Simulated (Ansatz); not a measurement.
BiTe:
Space group R-3m, hexagonal axes (No. 166); a = 4.8229 Å, b = 4.8229 Å, c = 9.8848 Å, α = 90.00°, β = 90.00°, γ = 120.00°

```tsv
atom	site	symmetry	x	y	z
Bi	3b	-3m	0.0000	0.0000	0.5000
Te	3a	-3m	0.0000	0.0000	0.0000
```
(The calculation used a cell of 2 atoms; values per cell refer to that cell.)

Relaxed with r²SCAN.

**Question.** Tabulate the valence density and the electron localisation function along the shortest Bi–Te contact (3.24 Å), the program Ansatz at the r²SCAN level (PAW).

**Answer.** 

```tsv
distance from Bi (Å)	density (e/Å³)	ELF
0.32	6.55	0.08
0.49	5.08	0.17
0.65	3.32	0.33
0.81	1.65	0.44
0.97	0.75	0.43
1.13	0.45	0.39
1.29	0.29	0.38
1.46	0.23	0.38
1.62	0.22	0.43
1.78	0.24	0.55
1.94	0.32	0.64
2.10	0.45	0.60
2.26	0.65	0.53
2.43	1.14	0.45
2.59	3.00	0.29
2.75	6.83	0.10
2.91	11.74	0.01
```

The density is the valence pseudo-density with augmentation charge, so density and ELF within about 1 Å of a nucleus are not all-electron values.

The workflow started from a Materials Project entry (that database holds measured and hypothetical structures alike); the Crystallography Open Database copy checked does not list it. COD files the formula under space group No. 164, 225. Its standing as an ambient phase is unchecked. The r²SCAN relaxation kept the symmetry of its start; its stability against distortions is not shown here. Scalar-relativistic: spin–orbit coupling is off unless named, which matters more the heavier the elements.

Potentials: the later of the program's two PAW sets.
